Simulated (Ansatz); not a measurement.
## Energy landscape near a Y3Mg structure

The calculation used DFT PBEsol, scalar-relativistic, plane waves, PAW (Ansatz 0.2.0).

Cutoff 420 eV; k points 12×12×12 on the computed 4-atom cell (Γ-centred); Gaussian smearing, width 0.10 eV; no spin polarisation.

Reference cell:

```yaml
crystal:
  lattice:
    - [-2.47819, 2.47819, 4.89629]
    - [2.47819, -2.47819, 4.89629]
    - [2.47819, 2.47819, -4.89629]
  atoms:
    - { symbol: Y, position: [0.50000, 0.50000, 0.00000] }
    - { symbol: Y, position: [0.25000, 0.75000, 0.50000] }
    - { symbol: Y, position: [0.75000, 0.25000, 0.50000] }
    - { symbol: Mg, position: [0.00000, 0.00000, 0.00000] }
```

Each variant moves atoms of this cell by the vectors given, if any (Å), and then applies a symmetric strain (tensor components, Cartesian axes). The reference cell isn't relaxed at this level. Energies are per atom at zero smearing, counted from the lowest variant. Pressure is positive in compression.

1. strain (xx yy zz yz xz xy, %) -0.72 -0.72 -9.72 0.00 0.00 0.00
2. strain (xx yy zz yz xz xy, %) -3.39 -3.39 -4.89 0.00 0.00 0.00
3. strain (xx yy zz yz xz xy, %) 3.48 3.48 1.98 0.00 0.00 0.00
4. strain (xx yy zz yz xz xy, %) 0.57 0.57 -2.43 0.00 0.00 0.00

```csv
result,ΔE (meV/atom),P (GPa)
A,13.0,3.24
B,59.2,-4.40
C,0.0,-1.36
D,17.3,3.14
```

**Question.** Which variant gave which result?

**Answer.** A is 2, B is 3, C is 4, D is 1. The pressure falls as the cell grows: from the smallest volume to the largest the variants are 2, 1, 4, 3.